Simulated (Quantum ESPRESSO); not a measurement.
```
BeTe
1.0
    0.00000     2.80338     2.80338
    2.80338     0.00000     2.80338
    2.80338     2.80338     0.00000
Be Te
1 1
Cartesian
  0.00000   0.00000   0.00000
  1.40169   1.40169   1.40169
```

Cell and atoms were relaxed with PBEsol from Materials Project entry mp-252, within its symmetry.

### Question
What does norm-conserving PBE (Quantum ESPRESSO, 88 Ry, without SOC) give for the electronic structure near the Fermi level?

### Answer
The PBE gap is indirect, 1.96 eV, from Γ to X; the smallest direct gap is 3.62 eV. Without spin-orbit coupling, band edges of such heavy elements can be off by tenths of an eV.
